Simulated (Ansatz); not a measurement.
Molecular dynamics on a 2×2×2 supercell (24 atoms) of Mg2C (antifluorite), relaxed with r2SCAN. Forces come from PBE in Ansatz: constant energy and volume (NVE), velocities drawn at 300 K, steps of 2 fs. Classical nuclei, no spin polarisation; a few dozen steps show the first response, not equilibrium. The structure comes from a prototype and may be hypothetical.

```yaml
crystal:
  lattice:
    - [0.0, 5.4218852363, 5.4218852363]
    - [5.4218852363, 0.0, 5.4218852363]
    - [5.4218852363, 5.4218852363, 0.0]
  atoms:
    - { symbol: C, position: [0.0, 0.0, 0.0] }
    - { symbol: Mg, position: [0.125, 0.125, 0.125] }
    - { symbol: Mg, position: [0.375, 0.375, 0.375] }
    - { symbol: C, position: [0.0, 0.0, 0.5] }
    - { symbol: Mg, position: [0.125, 0.125, 0.625] }
    - { symbol: Mg, position: [0.375, 0.375, 0.875] }
    - { symbol: C, position: [0.0, 0.5, 0.0] }
    - { symbol: Mg, position: [0.125, 0.625, 0.125] }
    - { symbol: Mg, position: [0.375, 0.875, 0.375] }
    - { symbol: C, position: [0.0, 0.5, 0.5] }
    - { symbol: Mg, position: [0.125, 0.625, 0.625] }
    - { symbol: Mg, position: [0.375, 0.875, 0.875] }
    - { symbol: C, position: [0.5, 0.0, 0.0] }
    - { symbol: Mg, position: [0.625, 0.125, 0.125] }
    - { symbol: Mg, position: [0.875, 0.375, 0.375] }
    - { symbol: C, position: [0.5, 0.0, 0.5] }
    - { symbol: Mg, position: [0.625, 0.125, 0.625] }
    - { symbol: Mg, position: [0.875, 0.375, 0.875] }
    - { symbol: C, position: [0.5, 0.5, 0.0] }
    - { symbol: Mg, position: [0.625, 0.625, 0.125] }
    - { symbol: Mg, position: [0.875, 0.875, 0.375] }
    - { symbol: C, position: [0.5, 0.5, 0.5] }
    - { symbol: Mg, position: [0.625, 0.625, 0.625] }
    - { symbol: Mg, position: [0.875, 0.875, 0.875] }
kpoints:
  mp_grid: { grid: [2, 2, 2] }
hamiltonian:
  xc: pbe
scf:
  occupations: { method: fermi_dirac, width: 0.026 }
md:
  ensemble: nve
  temperature: 300
  timestep: 2.0
  n_steps: 40
  initial_velocities: maxwell_boltzmann
  seed: 1183
```

Command: `ansatz run input.yaml --threads 4 --pin off --max-ram 3686MiB --backend cpu --events-out ev --progress --plain --runs-dir out`.

Task: What wall time did it need on 4 threads of Arm Neoverse V2 (shared host), and how much host memory at the peak?

Result: About 100 s, with a peak of 1.2 GiB.

Task: How do temperature and energy develop?

Result: The temperature starts at 300 K, is lowest at step 11 (55 K, 22 fs) and ends at 137 K. The atoms start on their lattice sites with kinetic energy alone, so much of it first passes into potential energy. The conserved energy stays within 0.14 meV an atom. By the last step the atoms have moved 0.10 Å in the root mean square, the drift of the whole cell taken out, 0.16 Å at most.

| step | t (fs) | T (K) | free energy F from step 0 (meV/atom) | kinetic energy (meV/atom) | largest force (eV/Å) |
| --- | --- | --- | --- | --- | --- |
| 0 | 0 | 300 | 0.0 | 37.2 | 0.00 |
| 1 | 2 | 295 | 0.6 | 36.6 | 0.16 |
| 2 | 4 | 281 | 2.3 | 34.9 | 0.33 |
| 3 | 6 | 259 | 5.1 | 32.1 | 0.49 |
| 4 | 8 | 231 | 8.6 | 28.6 | 0.64 |
| 5 | 10 | 198 | 12.7 | 24.5 | 0.79 |
| 6 | 12 | 163 | 17.0 | 20.2 | 0.93 |
| 7 | 14 | 130 | 21.2 | 16.1 | 1.05 |
| 8 | 16 | 100 | 24.9 | 12.4 | 1.15 |
| 9 | 18 | 77 | 27.8 | 9.5 | 1.22 |
| 10 | 20 | 61 | 29.7 | 7.6 | 1.26 |
| 11 | 22 | 55 | 30.5 | 6.8 | 1.26 |
| 12 | 24 | 56 | 30.3 | 7.0 | 1.23 |
| 13 | 26 | 66 | 29.1 | 8.1 | 1.17 |
| 14 | 28 | 81 | 27.3 | 10.0 | 1.09 |
| 15 | 30 | 100 | 24.9 | 12.3 | 0.98 |
| 16 | 32 | 120 | 22.4 | 14.8 | 0.86 |
| 17 | 34 | 139 | 19.9 | 17.3 | 0.78 |
| 18 | 36 | 157 | 17.8 | 19.4 | 0.76 |
| 19 | 38 | 171 | 16.1 | 21.1 | 0.76 |
| 20 | 40 | 180 | 14.9 | 22.3 | 0.76 |
| 21 | 42 | 185 | 14.2 | 23.0 | 0.76 |
| 22 | 44 | 186 | 14.1 | 23.1 | 0.75 |
| 23 | 46 | 184 | 14.4 | 22.8 | 0.74 |
| 24 | 48 | 179 | 15.1 | 22.1 | 0.83 |
| 25 | 50 | 171 | 16.0 | 21.2 | 0.90 |
| 26 | 52 | 163 | 17.0 | 20.2 | 0.94 |
| 27 | 54 | 155 | 18.1 | 19.2 | 0.96 |
| 28 | 56 | 147 | 19.0 | 18.2 | 0.95 |
| 29 | 58 | 140 | 19.8 | 17.4 | 0.91 |
| 30 | 60 | 135 | 20.5 | 16.7 | 0.86 |
| 31 | 62 | 131 | 21.0 | 16.2 | 0.85 |
| 32 | 64 | 128 | 21.3 | 15.9 | 0.83 |
| 33 | 66 | 127 | 21.5 | 15.8 | 0.79 |
| 34 | 68 | 127 | 21.5 | 15.7 | 0.82 |
| 35 | 70 | 128 | 21.4 | 15.8 | 0.85 |
| 36 | 72 | 129 | 21.2 | 16.0 | 0.85 |
| 37 | 74 | 131 | 21.0 | 16.2 | 0.91 |
| 38 | 76 | 133 | 20.7 | 16.5 | 1.00 |
| 39 | 78 | 135 | 20.5 | 16.7 | 1.07 |
| 40 | 80 | 137 | 20.3 | 16.9 | 1.12 |

Positions (Å) and forces (eV/Å) at step 40:
```
C    0.052  -0.060  -0.076    -0.341   0.372   0.322
Mg   1.407   1.293   1.346    -0.609   0.259  -0.250
Mg   4.053   4.084   4.084     0.338  -0.062  -0.404
C    2.753   2.699   0.056    -0.198   0.179  -0.244
Mg   4.099   4.135   1.324     0.400  -0.155   0.171
Mg   6.640   6.708   4.050     0.448   0.292  -0.181
C    2.712  -0.031   2.714     0.094   0.233   0.075
Mg   4.029   1.333   4.209    -0.092  -0.035  -0.298
Mg   6.937   4.067   6.749    -1.115   0.013  -0.111
C    5.465   2.772   2.712    -0.235  -0.213  -0.021
Mg   6.874   4.076   3.985    -0.646  -0.281   0.321
Mg   9.443   6.856   6.899     0.142  -0.284  -0.148
C   -0.041   2.673   2.713     0.307   0.052  -0.025
Mg   1.325   4.004   4.011     0.362   0.315  -0.001
Mg   4.035   6.806   6.920     0.444   0.101  -0.216
C    2.680   5.426   2.728     0.241   0.106  -0.266
Mg   3.965   6.790   4.168     0.451  -0.394   0.119
Mg   6.758   9.465   6.680     0.403   0.153   0.398
C    2.708   2.788   5.411     0.033  -0.661   0.053
Mg   4.128   4.088   6.730    -0.089   0.175   0.305
Mg   6.764   6.793   9.413    -0.456  -0.266   0.328
C    5.384   5.445   5.440     0.289  -0.063  -0.038
Mg   6.739   6.814   6.724    -0.029  -0.272   0.093
Mg   9.540   9.427   9.455    -0.142   0.434   0.016
```
